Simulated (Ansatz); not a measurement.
2 distorted cells of BC3, built from the Cu3Au structure. Method: DFT, PBE, all-electron full-potential LAPW, scalar-relativistic, point nucleus in Ansatz. Occupations are Fermi–Dirac at 0.15 eV on a coarse k-mesh, 3×3×3 Γ-centred; the results hold for that mesh. In metals such a mesh can move stress, forces and moments by their own size. The run is spin-unpolarised. The cell's electron count is odd, so a run with spin could end lower.

Question: Order these from lowest to highest E − TS per atom, as computed on this mesh.
A.
6.75 Å³ an atom
```
CELL_PARAMETERS angstrom
2.98032 -0.06167 0.01271
-0.06167 3.10206 0.02649
0.01271 0.02649 2.92061
ATOMIC_POSITIONS crystal
B 0.20247 0.66899 0.18765
C 0.21142 0.17459 0.70215
C 0.70369 0.68634 0.68514
C 0.83035 0.31010 0.20173
```
B.
7.10 Å³ an atom
```
CELL_PARAMETERS angstrom
2.96269 -0.02204 -0.01916
-0.02204 3.08959 0.05959
-0.01916 0.05959 3.10521
ATOMIC_POSITIONS crystal
B 0.40025 0.08439 0.51968
C 0.35868 0.55805 0.06001
C 0.90854 0.07341 0.04739
C 0.90206 0.57100 0.54741
```

Answer: A (lowest), B (+0.39 eV an atom).

From the lowest up, pressure and r.m.s. force: 3.8 GPa, 3.08 eV/Å; -10.0 GPa, 2.02 eV/Å.
